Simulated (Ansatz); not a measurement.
Relaxation of a generated cell, HfN built in the CsCl structure type; 2 atoms in the cell, which starts as Pm-3m (No. 221), cP2; a = b = c = 3.106 Å, α = β = γ = 90.00°. The numbers are results of r2SCAN (plane waves to 500 eV, PAW, scalar-relativistic; Ansatz, a quantum-chemistry and plane-wave program), not measurements. Γ-centred k-mesh 7×7×7 on the run's cell (coarser than for final values), Fermi–Dirac smearing 0.05 eV. This is the first round of the run. 

The optimiser's lines from the output (shortened; P is positive under compression):

```
relax step   1: F+E_penalty+E_count = -16119.00172142 eV  Δ(F+E_penalty+E_count) = +0.000e0 eV  max|allowed force component| = 1.578e-30 eV/Å  Δτ_max = 0.0000 Å  P = -40.164 GPa  Ω = 29.952 Å³  (8 SCF iters, dr2 threshold 1.00e-7 eV, accepted)
relax step   2: F+E_penalty+E_count = -16119.92008462 eV  Δ(F+E_penalty+E_count) = -9.184e-1 eV  max|allowed force component| = 3.616e-31 eV/Å  Δτ_max = 0.0000 Å  P = -28.209 GPa  Ω = 25.782 Å³  (9 SCF iters, dr2 threshold 2.00e-7 eV, accepted)
relax step   3: F+E_penalty+E_count = -16120.29818202 eV  Δ(F+E_penalty+E_count) = -3.781e-1 eV  max|allowed force component| = 4.733e-30 eV/Å  Δτ_max = 0.0000 Å  P = +0.439 GPa  Ω = 22.018 Å³  (8 SCF iters, dr2 threshold 2.00e-7 eV, accepted)
relax step   4: F+E_penalty+E_count = -16120.29821711 eV  Δ(F+E_penalty+E_count) = -3.509e-5 eV  max|allowed force component| = 7.231e-31 eV/Å  Δτ_max = 0.0000 Å  P = -0.134 GPa  Ω = 22.067 Å³  (4 SCF iters, dr2 threshold 2.00e-7 eV, accepted)
relax step   5: F+E_penalty+E_count = -16120.29822467 eV  Δ(F+E_penalty+E_count) = -7.559e-6 eV  max|allowed force component| = 1.643e-30 eV/Å  Δτ_max = 0.0000 Å  P = +0.001 GPa  Ω = 22.055 Å³  (4 SCF iters, dr2 threshold 4.49e-8 eV, accepted)
relax step   6: F+E_penalty+E_count = -16120.29617145 eV  Δ(F+E_penalty+E_count) = +2.053e-3 eV  max|allowed force component| = 1.906e-30 eV/Å  Δτ_max = 0.0000 Å  P = +0.023 GPa  Ω = 22.055 Å³  stress off target by 2.32e-2 GPa  SCF on the basis re-selected at this cell (its energy is not comparable with the rows above)  (7 SCF iters)
relax step   7: F+E_penalty+E_count = -16120.29617106 eV  Δ(F+E_penalty+E_count) = +3.933e-7 eV  max|allowed force component| = 1.052e-30 eV/Å  Δτ_max = 0.0000 Å  P = +0.000 GPa  Ω = 22.057 Å³  (4 SCF iters, dr2 threshold 1.34e-9 eV, accepted)
relax step   8: F+E_penalty+E_count = -16120.29617106 eV  Δ(F+E_penalty+E_count) = -2.001e-11 eV  max|allowed force component| = 3.418e-30 eV/Å  Δτ_max = 0.0000 Å  P = +0.000 GPa  Ω = 22.057 Å³  stress off target by 2.42e-4 GPa  SCF on the basis re-selected at this cell (its energy is not comparable with the rows above)  (4 SCF iters)
```

From the first to the last row the energy changes by -0.65 eV/atom and the volume by -26.4 %. The last row is marked as not comparable with the walk above it, whose basis was carried along; it does compare with step 1, since both stand on a basis selected at the nominal cutoff for their own cell.

Later rounds, restarted from the end of this one on a renewed k-mesh, logged 8 more steps. The final structure after all rounds: Pm-3m (No. 221), cP2, CsCl type; a = b = c = 2.805 Å, α = β = γ = 90.00°. Between re-selections the logged energies stand on a plane-wave basis carried along with the cell. No spin polarisation in the result. The relaxed primitive cell holds an odd number of electrons. A magnetic state may lie lower.

The run could not lose the symmetry of its start, so the end can be a saddle point.

All atoms sit on sites fixed by symmetry, so only the cell could relax.

The relaxed structure here is a generated cell of HfN: the first start was made by placing the elements on the sites of a structure type, and the end was not matched to a known phase here, so it may be hypothetical. Known forms of HfN include space group No. 225.
